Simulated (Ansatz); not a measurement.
Se:
```yaml
crystal:
  lattice:
    - [4.92047, 0.00000, 0.00000]
    - [0.00000, 7.62483, 0.00000]
    - [0.00000, 0.00000, 2.68651]
  atoms:
    - { symbol: Se, position: [0.67805, 0.39808, 0.24976] }
    - { symbol: Se, position: [0.32195, 0.60192, 0.24976] }
    - { symbol: Se, position: [0.17805, 0.10192, 0.75024] }
    - { symbol: Se, position: [0.82195, 0.89808, 0.75024] }
```

This is the r²SCAN+D4-relaxed structure.

Problem. All from plane-wave PAW r²SCAN+D4 (Ansatz code), unless another level is named. Predict the electronic character.

Solution. metallic (no gap).

Problem. Predict the density of states at the Fermi level.

Solution. 0.48 states/eV per atom (mean over ±0.08 eV).

Space group Pnnm. The workflow started from a Materials Project entry (that database holds measured and hypothetical structures alike); the Crystallography Open Database copy checked does not list it. It is not the phase usual at ambient conditions (space group No. 152). Symmetry was held in the r²SCAN+D4 relaxation; of distortions, only those at the zone centre were tested. Spin–orbit coupling is left out wherever it is not named.

Potentials: the later of the program's two PAW sets.
